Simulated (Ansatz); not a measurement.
# RbLiZnS2: computed property card

RbLiZnS₂:
```yaml
crystal:
  lattice:
    - [-1.97417, 1.97417, 6.71112]
    - [1.97417, -1.97417, 6.71112]
    - [1.97417, 1.97417, -6.71112]
  atoms:
    - { symbol: Rb, position: [0.00000, 0.00000, 0.00000] }
    - { symbol: Li, position: [0.25000, 0.75000, 0.50000] }
    - { symbol: Zn, position: [0.75000, 0.25000, 0.50000] }
    - { symbol: S, position: [0.65104, 0.65104, 0.00000] }
    - { symbol: S, position: [0.34896, 0.34896, 0.00000] }
```

Space group I-4m2 (No. 119); conventional cell a = b = 3.948 Å, c = 13.422 Å, α = β = γ = 90.00°.

Method: DFT-PBEsol in the program Ansatz with PAW potentials. Structure relaxed to zero pressure with the same functional. Other levels are named where they apply.

**Cell and energy**

```yaml
volume_per_atom: 20.92 Å³
density: 3.52 g/cm³
Formation energy from the elements (no fitted shifts): -1.15 eV/atom
```

**Electronic structure**

```yaml
band_gap: 2.54 eV (direct)
valence_band_maximum: at Γ
conduction_band_minimum: at Γ
electron_effective_mass: 0.23, 0.23, 0.28 mₑ (principal values)
Electron effective mass with spin–orbit coupling: 0.23, 0.23, 0.28 mₑ (principal values)
Hole effective mass, band 1 of 2 at the edge: 4.5 along x, 5.5 along z (mₑ)
Hole effective mass, band 2 of 2 at the edge: 0.24 along x, 5.5 along z (mₑ)
Hole effective mass with spin–orbit coupling: 0.46, 0.53, 5.1 mₑ (principal values)
HSE06 gap on the PBEsol cell: 3.83 eV
Gap with spin–orbit coupling: 2.51 eV
```

**Mechanics**

```yaml
Bulk modulus (Birch–Murnaghan fit): 32.8 GPa
Pressure derivative B′: 5.0
```

**Dielectric response**

```yaml
Electronic dielectric constant ε∞ (DFPT): 4.81 (xx = yy), 4.11 (zz)
Born charges (a third of the trace): Rb +1.36, Li +0.76, Zn +1.76, S -1.94 e
```

**Charges**

```yaml
bader_charges: Rb +0.80, Li +0.85, Zn +0.74, S -1.19 e
```

The first step of the workflow began from a Materials Project structure, measured or hypothetical; the Crystallography Open Database copy checked does not list it. With Li and Zn taken as one species the cell has the higher symmetry I4/mmm, so it may be an ordered model of a mixed-site phase. Whether it is the stable phase at ambient conditions was not checked. The cell was relaxed with PBEsol under the symmetry of its start; its stability against distortions is not shown here. The references are the lowest solids computed at this level, not always the standard phases. Scalar-relativistic: spin–orbit coupling is off unless named, which matters more the heavier the elements.

Potentials: the later of the program's two PAW sets.
